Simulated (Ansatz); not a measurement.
ZnPt (P4/mmm), clamped-ion strain scan

These are results of DFT LDA, scalar-relativistic, plane waves, PAW in Ansatz, not measurements. Cutoff 420 eV, Γ-centred 16×16×14 k-points, Gaussian smearing of 0.15 eV. Spin–orbit coupling is left out, which can shift energies with elements as heavy as these. No spin polarisation. Energies are free energies at this smearing, counted from the undisturbed cell; pressure is positive in compression.

Reference structure (as given, not relaxed at this level; it stands at -11.0 GPa, and it needn't be the usual structure):

```
CELL_PARAMETERS angstrom
2.86400 0.00000 0.00000
0.00000 2.86400 0.00000
0.00000 0.00000 3.51000
ATOMIC_POSITIONS crystal
Zn 0.50000 0.50000 0.50000
Pt 0.00000 0.00000 0.00000
```

The cell is strained by ε times the Voigt pattern (0, 0, 0, 0, 0, 1) (xx, yy, zz, yz, xz, xy; engineering shear) with fractional coordinates fixed. The cell is metallic on the mesh throughout. At -11 GPa the given cell is far from its own equilibrium, so these figures belong to a strongly strained crystal.

```
      ε  ΔE (meV/atom) stress summed along the pattern (GPa, tension positive) pressure (GPa)
-0.0200            0.8                                                    -1.02           -10.9
-0.0100            0.2                                                    -0.51           -11.0
 0.0000            0.0                                                     0.00           -11.0
 0.0025            0.0                                                     0.13           -11.0
 0.0050            0.0                                                     0.25               ?
 0.0075            0.1                                                     0.38           -11.0
 0.0125            0.3                                                     0.63           -11.0
 0.0150              ?                                                        ?           -11.0
 0.0175            0.6                                                     0.89           -11.0
```

By symmetry 0.0200 repeats -0.0200, -0.0150 repeats 0.0150, 0.0100 repeats -0.0100, -0.0050 repeats 0.0050 in energy; the slope of the energy along the path changes sign there.

(1) Give the withheld values.

Results:

(1) pressure (GPa) at ε = 0.0050: -11.0; ΔE (meV/atom) at ε = 0.0150: 0.5; stress summed along the pattern (GPa, tension positive) at ε = 0.0150: 0.76.